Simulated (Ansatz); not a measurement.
Y2CN2O2:
Space group P-3m1 (No. 164); a = 3.7077 Å, b = 3.7077 Å, c = 8.1803 Å, α = 90.00°, β = 90.00°, γ = 120.00°

| atom | site | symmetry | x | y | z |
|---|---|---|---|---|---|
| Y | 2d | 3m. | 0.6667 | 0.3333 | 0.3226 |
| C | 1a | -3m. | 0.0000 | 0.0000 | 0.0000 |
| N | 2c | 3m. | 0.0000 | 0.0000 | 0.1500 |
| O | 2d | 3m. | 0.3333 | 0.6667 | 0.3967 |

Relaxed with r²SCAN. 

Question: HSE06 on this cell (Ansatz, a quantum-chemistry and plane-wave program, PAW) gives a gap of 5.21 eV. What does r²SCAN give?

Answer: 4.37 eV.

Cost on shared cores: the r²SCAN run (SCF on a 9×9×4 mesh, then bands and DOS) very roughly 70 core-seconds, the HSE06 run (SCF on 5×5×2, then a few points) about 110 core-seconds (a rough figure); the tasks are unlike.

The first step of the workflow began from a Materials Project structure, measured or hypothetical; the Crystallography Open Database copy checked does not list it. Whether it is the stable phase at ambient conditions was not checked. The r²SCAN relaxation kept the symmetry of its start; its stability against distortions is not shown here. No spin polarisation was allowed. Spin–orbit coupling is left out wherever it is not named.

Potentials: the later of the program's two PAW sets.

Ansatz is a plane-wave DFT program.
